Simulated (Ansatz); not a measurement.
MgZn4O5 — Zn-67 NMR of the central transition

Cell: a Materials Project structure (computed, not necessarily an observed phase), atoms as given.

Space group P3m1 (No. 156); a = 3.2498, c = 25.9212 Å, γ = 120.00°.

| site | Wyckoff | site symmetry | x | y | z |
| --- | --- | --- | --- | --- | --- |
| Mg1 | 1b | 3m. | 0.3333 | 0.6667 | 0.2763 |
| Mg2 | 1b | 3m. | 0.3333 | 0.6667 | 0.0776 |
| Zn3 | 1a | 3m. | 0.0000 | 0.0000 | 0.9769 |
| Zn4 | 1a | 3m. | 0.0000 | 0.0000 | 0.7763 |
| Zn5 | 1a | 3m. | 0.0000 | 0.0000 | 0.5756 |
| Zn6 | 1a | 3m. | 0.0000 | 0.0000 | 0.3749 |
| Zn7 | 1a | 3m. | 0.0000 | 0.0000 | 0.1757 |
| Zn8 | 1b | 3m. | 0.3333 | 0.6667 | 0.8767 |
| Zn9 | 1b | 3m. | 0.3333 | 0.6667 | 0.6760 |
| Zn10 | 1b | 3m. | 0.3333 | 0.6667 | 0.4753 |
| O11 | 1a | 3m. | 0.0000 | 0.0000 | 0.9004 |
| O12 | 1a | 3m. | 0.0000 | 0.0000 | 0.6997 |
| O13 | 1a | 3m. | 0.0000 | 0.0000 | 0.4990 |
| O14 | 1a | 3m. | 0.0000 | 0.0000 | 0.2984 |
| O15 | 1a | 3m. | 0.0000 | 0.0000 | 0.0995 |
| O16 | 1b | 3m. | 0.3333 | 0.6667 | 0.8001 |
| O17 | 1b | 3m. | 0.3333 | 0.6667 | 0.5994 |
| O18 | 1b | 3m. | 0.3333 | 0.6667 | 0.3987 |
| O19 | 1b | 3m. | 0.3333 | 0.6667 | 0.2001 |
| O20 | 1b | 3m. | 0.3333 | 0.6667 | 0.0013 |

One atom of each set is listed.

All values are calculated (Ansatz; DFT, PBE, plane waves and PAW, scalar-relativistic, 420 eV cutoff, Γ-centred 8×8×1 k-points, Fermi–Dirac smearing 0.02 eV), not measured.

Zn-67 has I = 5/2 and Q = 122.0 mb (Pyykkö 2018); at 28.2 T its Larmor frequency is ν₀ = 75.3 MHz. Only the quadrupole interaction is simulated: positions count from each site's isotropic chemical shift, and J coupling is left out, as are shift anisotropy and dipolar coupling, which fast spinning averages.

Problem. What does the Zn-67 spectrum (fast magic-angle spinning) show for each site?

Solution. 

| site | first shell | C_Q (MHz) | η | P_Q (MHz) | δ_QIS (ppm) | breadth (kHz) |
| --- | --- | --- | --- | --- | --- | --- |
| Zn3 | 4 O at 1.98 Å; also 1 O at 3.18 Å | 1.21 | 0.00 | 1.21 | -1.56 | 0.252 |
| Zn4 | 4 O at 1.97–1.99 Å; also 1 O at 3.22 Å | 2.01 | 0.00 | 2.01 | -4.30 | 0.693 |
| Zn5 | 4 O at 1.97–1.99 Å; also 1 O at 3.22 Å | 2.07 | 0.00 | 2.07 | -4.54 | 0.732 |
| Zn6 | 4 O at 1.98 Å; also 1 O at 3.22 Å | 0.651 | 0.00 | 0.651 | -0.449 | 0.0724 |
| Zn7 | 4 O at 1.98 Å; also 1 O at 3.18 Å | -0.396 | 0.00 | 0.396 | -0.166 | 0.0267 |
| Zn8 | 4 O at 1.97–1.99 Å; also 1 O at 3.23 Å | 2.14 | 0.00 | 2.14 | -4.84 | 0.781 |
| Zn9 | 4 O at 1.97–1.99 Å; also 1 O at 3.22 Å | 2.07 | 0.00 | 2.07 | -4.55 | 0.733 |
| Zn10 | 4 O at 1.97–1.99 Å; also 1 O at 3.22 Å | 2.14 | 0.00 | 2.14 | -4.86 | 0.784 |

δ_QIS = −(ν_Q²/30ν₀²)[I(I+1) − 3/4](1 + η²/3) × 10⁶ ppm with ν_Q = 3|C_Q|/[2I(2I−1)]; it falls as 1/B₀² in ppm, and the breadth as 1/B₀ in kHz.

An axis of threefold or higher order runs through Zn3, Zn4, Zn5, Zn6, Zn7 and Zn8 and others, so V_zz lies along it and η is zero.

At this cell the PBE pressure is 5 GPa, so with PBE the cell would grow if it were relaxed. The entry's cell may itself be off.
